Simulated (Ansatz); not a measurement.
# What a trial cell of B3N2Cl relaxes into

All numbers below come from Ansatz 0.2.0, DFT PBE, scalar-relativistic, plane waves, PAW. Cutoff 420 eV, Gaussian smearing, Γ-centred meshes. Cell and atoms relax first on a coarse mesh and then on a finer one. In between, the cell is made exact in the group found at 0.06 Å. In metals the finer mesh still leaves noise of several meV/atom or more. The steps can't lower the symmetry of their start. Collinear spin is switched on along the way, since trial moments persisted in a coarse test.

A trial structure of B3N2Cl was built thus: random cell by space group and Wyckoff sites (P6/mmm, No. 191). The dimensions are guesses.

```
B N Cl
1.0
     4.02245    0.00000    0.00000
    -2.01122    3.48354    0.00000
     0.00000    0.00000    5.96151
B N Cl
3 2 1
Direct
  0.00000 0.00000 0.78492
  0.00000 0.00000 0.21508
  0.00000 0.00000 0.00000
  0.33333 0.66667 0.50000
  0.66667 0.33333 0.50000
  0.00000 0.00000 0.50000
```

Formation energies are uncorrected and refer to the elements' standard structures at the same level (Cl₂, N₂ as molecules).

Question: Describe the relaxed structure.

Answer: The symmetry stays P6/mmm (No. 191). The volume per atom grows by 13.1 %, from 13.9 to 15.8 Å³. The shortest distance goes from 1.28 Å (B–B) to 1.51 Å (B–B). The energy falls by about 0.40 eV/atom (the start's value is from the coarse mesh). Conventional cell: a = 4.123 Å, c = 6.420 Å. B on a site of symmetry 6mm is surrounded by 1 B at 1.51 Å, 1 Cl at 1.70 Å and 6 N at 2.92 Å; B on a site of symmetry 6/mmm is surrounded by 2 B at 1.51 Å; N has 3 Cl at 2.38 Å, 3 N at 2.38 Å and 6 B at 2.92 Å; Cl is surrounded by 2 B at 1.70 Å and 6 N at 2.38 Å.

```
CELL_PARAMETERS angstrom
4.12272 0.00000 0.00000
-2.06136 3.57038 0.00000
0.00000 0.00000 6.42012
ATOMIC_POSITIONS crystal
B 0.00000 0.00000 0.76450
B 0.00000 0.00000 0.23550
B 0.00000 0.00000 0.00000
N 0.33333 0.66667 0.50000
N 0.66667 0.33333 0.50000
Cl 0.00000 0.00000 0.50000
```

Question: How does it come out in energy, and is it a metal?

Answer: The formation energy is +3.03 eV/atom. The gap on the 12×12×6 mesh of the 6-atom cell is 0 eV (a metal) and the net moment per atom is 0.39 μB. The moment by site is B 0.1; N 0.8 (×2) μB.

A positive value: parting into the elements would lower its energy.

The last run used collinear spin and Gaussian smearing of 0.10 eV. No dispersion correction is applied, so the spacing and binding between layers, chains or molecules are poorly described. Another magnetic order may lie lower. Symmetry constrained the relaxation, so the result can be a saddle point. Another cell of B3N2Cl relaxed alike but without spin, in P-4m2, lies 2.79 eV/atom lower, so this cell isn't the stable form at this level. Site moments count only spheres around the atoms; the net moment includes the space between them.
